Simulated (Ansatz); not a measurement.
ScHg:
```
CELL_PARAMETERS angstrom
      3.49822     0.00000     0.00000
      0.00000     3.49822     0.00000
      0.00000     0.00000     3.49822
ATOMIC_POSITIONS crystal
  Sc 0.50000 0.50000 0.50000
  Hg 0.00000 0.00000 0.00000
```

Relaxed with r²SCAN.

Question: Map the electron localisation function on the plane through (0.500, 0.500, 0.500) spanned by u = [1, 0, 0] and v = [0, 1, 1] in lattice vectors, from plane-wave PAW r²SCAN (Ansatz code).

Answer: x is the fraction of u, y of v (the angle between them is 90°; rows are the nearest grid lines); atoms in the plane: Sc at (0.00, 0.00), Hg at (0.50, 0.50).
```
y \ x   0.000  0.118  0.176  0.294  0.353  0.471  0.529  0.647  0.706  0.824  0.882   1.00
------  -----  -----  -----  -----  -----  -----  -----  -----  -----  -----  -----  -----
1.00    0.025  0.615  0.744  0.113  0.040  0.138  0.138  0.040  0.113  0.744  0.615  0.025
0.920   0.597  0.759  0.699  0.072  0.059  0.216  0.216  0.059  0.072  0.699  0.759  0.597
0.840   0.627  0.414  0.183  0.105  0.218  0.369  0.369  0.218  0.105  0.183  0.414  0.627
0.760   0.070  0.092  0.152  0.355  0.366  0.333  0.333  0.366  0.355  0.152  0.092  0.070
0.680   0.266  0.332  0.362  0.330  0.341  0.388  0.388  0.341  0.330  0.362  0.332  0.266
0.600   0.317  0.311  0.301  0.399  0.461  0.527  0.527  0.461  0.399  0.301  0.311  0.317
0.520   0.284  0.273  0.290  0.476  0.532  0.741  0.741  0.532  0.476  0.290  0.273  0.284
0.480   0.284  0.273  0.290  0.476  0.532  0.741  0.741  0.532  0.476  0.290  0.273  0.284
0.400   0.317  0.311  0.301  0.399  0.461  0.527  0.527  0.461  0.399  0.301  0.311  0.317
0.320   0.266  0.332  0.362  0.330  0.341  0.388  0.388  0.341  0.330  0.362  0.332  0.266
0.240   0.070  0.092  0.152  0.355  0.366  0.333  0.333  0.366  0.355  0.152  0.092  0.070
0.160   0.627  0.414  0.183  0.105  0.218  0.369  0.369  0.218  0.105  0.183  0.414  0.627
0.0800  0.597  0.759  0.699  0.072  0.059  0.216  0.216  0.059  0.072  0.699  0.759  0.597
0.000   0.025  0.615  0.744  0.113  0.040  0.138  0.138  0.040  0.113  0.744  0.615  0.025
```

The density is the valence pseudo-density with augmentation charge, so density and ELF within about 1 Å of a nucleus are not all-electron values.

Space group Pm-3m (CsCl type). The workflow started from an entry of the Crystallography Open Database (COD). Whether it is the stable phase at ambient conditions was not checked. The r²SCAN relaxation kept the symmetry of its start; whether a distortion lowers the energy is not shown. The run is not spin-polarised. Spin–orbit coupling is left out wherever it is not named.

Potentials: the later of the program's two PAW sets.
